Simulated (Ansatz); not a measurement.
Ansatz (a program for electronic structure) input:

Ansatz 0.2 input:
```yaml
crystal:
  lattice:
    - [0.0, 2.5459595483, 2.5459595483]
    - [2.5459595483, 0.0, 2.5459595483]
    - [2.5459595483, 2.5459595483, 0.0]
  atoms:
    - { symbol: O, position: [0.0, 0.0, 0.0] }
    - { symbol: Cu, position: [0.25, 0.25, 0.25] }
    - { symbol: Cu, position: [0.75, 0.75, 0.75] }
kpoints:
  mp_grid: { grid: [14, 14, 14] }
hamiltonian:
  xc: r2scan
  pseudopotentials: { azcp: { folder: ./paw }, kind: paw }
scf:
  occupations: { method: gaussian, width: 0.05 }
checkpoint: { read: metal.run }
output: { write_density: true, elf: true, volumetric_format: npy }
basis: { fft_grid_basis: typed }
```

Output (shortened):

```
Pseudopotential: O, paw, valence charge 6
Pseudopotential: Cu, paw, valence charge 19
Functional definition: r2SCAN
Crystal: 3 atoms, lattice volume = 33.005 Å³
Basis set: ecut = 500 eV, 869 PW (Γ), exchange–correlation on 108×108×108 points (64 copies of the dense FFT grid, shifted against one another)
Bands: 27, of which v1, the nominal top of the filled ones, is band 22 counted from 1 (21 counted from 0)
Symmetry: 48 space group operations
Space group: Fm-3m (ITA 225), of the structure as read, at distance tolerance 3.2e-5 Å
k-points: 104 of 2744
Stability of the state it starts from, as read at its close in the unpolarized treatment …
iter 1 solved again at ethr=1.51e-10 eV; its pass at ethr=3.10e-3 eV (dr2=6.64e-8 eV) is discarded
SCF iter   1: F=—  HF=-13828.315936 eV  |F-HF|=—  |Δ(HF+E_count)|=         —  Δρ=2.59e-7  dr2=1.41e-11  dr2_τ=3.59e-13  ethr=1.51e-10  ⟨swp⟩=4.0  Hψ=19721  notcnv=0
preconditioner: auto → LDOS
SCF iter   2: F=-13828.315936 eV  HF=-13828.315936 eV  |F-HF|=3.64e-12  |Δ(HF+E_count)|=  4.80e-10  Δρ=2.19e-7  dr2=7.28e-12  dr2_τ=2.35e-13  ethr=1.00e-12  ⟨swp⟩=4.0  Hψ=7695  notcnv=0
SCF 1 converged in 2 iterations: F = -13828.315936 eV  dr2 = 7.28e-12
SCF converged after 2 iterations
Free energy (F): -13828.315936 eV
Harris-Foulkes:  -13828.315936 eV  (|F-HF|=3.64e-12)
Internal energy: -13828.310873 eV  (E = F + TS)
E sigma→0 (E₀):  -13828.313405 eV
Entropy (-TS):   -0.005063 eV (-1.688 meV/atom)
Fermi energy:    12.845831 eV
--- Per-component energies (eV) ---
  E_band       = -849.886546
  E_kinetic    = 684.394975
  E_local      = -10117.672161  (includes V_loc(G=0)·N_el)
  E_nonlocal   = 1880.926937
  E_hartree    = 4308.045634
  E_xc         = -191.526602
  E_vxc        = -276.765245  (∫ρ·V_xc dr)
  E_paw        = -3848.280971  (= ΣΔE_a)
  E_vpaw       = -1653.914075  (= ΣTr[D̂ρ^β])
  E_aug_tail   = 0.001049  (compensation charges beyond the density's cutoff)
  E_vtau       = 17.050365  (kinetic-family band-sum trace: ∫τ·v_τ [+ j·A + Jᵃ·Aᵃ] dr)
  E_ewald      = -6543.565580
  E_core_change = -0.634155  (= ΣΔE_core)
  E_smearing   = -0.005063  (= −TS)
  E_closure    = 0.000000  (closes the sum)
  Σ components = -13828.315936   (vs F -13828.315936, Δ=0.00e0)
  [band-id]    e_kinetic+e_local+e_nonlocal+2·e_hartree+e_vxc+e_vpaw+e_augmentation_tail+e_vtau = -849.886888   (vs E_band -849.886546, Δ=-3.42e-4)
--- Band table (eV; the first three rows and the last of 104) ---
  k-point 0: bands = ["-102.2441", "-102.2280", "-58.1368", "-58.1368", "-58.1368", "-58.0874", "-58.0874", "-58.0874", "-7.4144", "7.2199", "7.2199", "7.2199", "9.7543", "9.8918", "9.8918", "11.9601", "11.9601", "11.9601", "12.4790", "12.4790", "12.7952", …
  k-point 1: bands = ["-102.2439", "-102.2282", "-58.1363", "-58.1362", "-58.1362", "-58.0881", "-58.0880", "-58.0880", "-7.3980", "7.0696", "7.2338", "7.2338", "9.9145", "9.9145", "9.9945", "11.8858", "11.9302", "11.9302", "12.4307", "12.4307", "12.7955", …
  k-point 2: bands = ["-102.2433", "-102.2288", "-58.1346", "-58.1344", "-58.1344", "-58.0901", "-58.0899", "-58.0899", "-7.3517", "6.7481", "7.2731", "7.2731", "9.9829", "9.9829", "10.5663", "11.6986", "11.8447", "11.8447", "12.2897", "12.2897", "12.8031", …
  k-point 103: bands = ["-102.2366", "-102.2354", "-58.1464", "-58.1450", "-58.1193", "-58.1059", "-58.0807", "-58.0797", "-6.9699", "6.3946", "6.8215", "7.6197", "10.0487", "10.4276", "10.4555", "11.2846", "11.2987", "11.3433", "11.6487", "11.7867", …
```

Cost: about 13 core-seconds (a rough figure) on shared cores.

The start of the workflow was typed in or built on a structure type; neither database checked (COD, Materials Project) lists it. It is not the phase usual at ambient conditions (space group No. 224). The cell was relaxed with r²SCAN under the symmetry of its start; whether a distortion lowers the energy is not shown. No spin polarisation was allowed. The volume moved by 30 % from the start of the relaxation. No Hubbard U is applied. Without spin polarisation and U, an open-shell compound can come out a false metal.

Potentials: the earlier of the program's two PAW sets.

Ansatz is a plane-wave DFT program.
